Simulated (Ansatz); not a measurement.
LiCa2CuN2:
```
LiCa2CuN2
1.0
    5.26083     0.00000     0.00000
    0.00000     5.26083     0.00000
    0.00000     0.00000     6.59354
Li Ca Cu N
2 4 2 4
Cartesian
  2.63041   2.63041   3.29677
  0.00000   0.00000   0.00000
  0.00000   2.63041   1.64839
  0.00000   2.63041   4.94516
  2.63041   0.00000   1.64839
  2.63041   0.00000   4.94516
  2.63041   2.63041   0.00000
  0.00000   0.00000   3.29677
  1.30327   3.95756   3.29677
  3.95756   1.30327   3.29677
  3.93369   3.93369   0.00000
  1.32714   1.32714   0.00000
```

Relaxed with r²SCAN. Special points in fractions of this cell's reciprocal vectors: Γ (0.000, 0.000, 0.000); X (0.000, 0.500, 0.000); M (0.500, 0.500, 0.000); Z (0.000, 0.000, 0.500); R (0.000, 0.500, 0.500); A (0.500, 0.500, 0.500).

### Question
List the band energies nearest the valence-band maximum at these points for DFT-r²SCAN in the program Ansatz with PAW potentials.

### Answer
In eV from the valence-band maximum; about four levels below and three above (degenerate sets whole), none deeper than 8.9 eV; points with the same levels are listed once.

```csv
k,below,above
Γ,-0.73 -0.01 0.00 0.00,1.29 1.29 1.37
X,-0.42 -0.42 -0.38 -0.38,2.45 2.45 3.31 3.31
M,-0.35 -0.35 -0.08 -0.08,2.60 2.60 3.37 3.37
Z,-0.40 -0.40 -0.02 -0.02,1.33 1.33 2.64 2.64
R,-0.45 -0.45 -0.21 -0.21,2.70 2.70 3.27 3.27
A,-0.39 -0.39 -0.06 -0.06,2.83 2.83 3.96 3.96
```

Space group P4_2/mnm. The workflow started from a Materials Project entry (that database holds measured and hypothetical structures alike); the Crystallography Open Database copy checked does not list it. With Li and Cu taken as one species the cell has the higher symmetry P4_2/mmc, so it may be an ordered model of a mixed-site phase. Its standing as an ambient phase is unchecked. The cell was relaxed with r²SCAN under the symmetry of its start; its stability against distortions is not shown here. The run is not spin-polarised.

Potentials: the later of the program's two PAW sets.
